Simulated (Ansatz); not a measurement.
## SrO: a fit and a missing row

SrO, Fm-3m, a = 5.161 Å. Ansatz: r2SCAN, PAW, 500 eV, Γ-centred 8×8×8 mesh on 2 atoms, Gaussian smearing 0.02 eV; no spin polarisation. Symmetry fixes shape and atoms, so the cell is only scaled; pressure is positive in compression.

| V (Å³/atom) | P (GPa) |
| --- | --- |
| 15.118 | 15.85 |
| 15.634 | 10.84 |
| 16.149 | 6.60 |
| 16.664 | 3.00 |
| 17.180 | -0.04 |
| 17.695 | -2.63 |
| 18.211 | ? |
| 18.898 | -7.24 |

Take V0 = 17.180 Å³/atom, count pressures from its P0 = -0.04 GPa, fit the third-order Birch–Murnaghan form to the other rows, and predict the missing pressure.

With the Eulerian strain f = ½[(V0/V)^(2/3) − 1] and y = (P − P0)/[3f(1 + 2f)^(5/2)], the form is the line y = B0 + 1.5 B0 (B0′ − 4) f. Rows (f, y): 0.04449, 96.2; 0.03244, 95.5; 0.02106, 94.8; 0.01027, 93.8; -0.00975, 93.0; -0.03078, 91.4. Means f = 0.01129, y = 94.117; Σ(Δf)² = 0.003859, ΣΔfΔy = 0.2432; the slope is their ratio. y = 93.41 + 63.03 f GPa, so B0 = 93.4 GPa and B0′ = 4 + 2 × (63.03)/(3 × 93.41) = 4.45. At V = 18.211, f = -0.01905, y = 92.21 and P = -4.82 GPa. The run gave -4.82 GPa, the same to the digits shown.